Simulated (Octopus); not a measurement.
## BeS (F-43m, No. 216): conduction levels under hydrostatic strain

BeS (F-43m, No. 216), cubic lattice constant 4.870 Å. The cell is a database entry, not relaxed again.

All numbers are Octopus results at the level LDA (grid spacing about 0.16 Å, Γ-centred 6×6×6 k-mesh, Fermi-Dirac smearing of 0.01 eV, no spin polarisation; PseudoDojo 0.4 LDA potentials), not measurements. The cell is scaled uniformly. Energies of the lowest empty band count from each cell's highest valence level among the special points, at Γ; they are Kohn-Sham values at fixed points of the zone. The level at Γ is left out: two levels cross there within the series.

| a (Å) | ln(V/V₀) | X (eV) | L (eV) |
|---|---|---|---|
| 4.651 | -0.1381 | 2.603 | 5.789 |
| 4.700 | -0.1069 | 2.684 | 5.677 |
| 4.749 | -0.0760 | 2.761 | 5.563 |
| 4.797 | -0.0453 | 2.832 | 5.451 |
| 4.846 | -0.0150 | ? | ? |
| 4.870 | 0.0000 | 2.930 | 5.282 |
| 4.919 | 0.0299 | 2.990 | 5.171 |

V₀ is the volume of the database cell.

### Question
Fit each column by a quadratic in ln V through the rows shown. Give the volume deformation potentials dE/d ln V at the withheld row, and predict that row.

### Answer
Fits: X: 2.930 +2.06 x −2.3 x²; L: 5.282 −3.74 x −0.5 x², with x = ln(V/V₀). At x = -0.0150 the slopes are +2.1 eV (X), −3.7 eV (L). Predicted against computed: 2.899 against 2.899 eV, 5.338 against 5.338 eV.

The lowest of these levels is that at X in all rows.
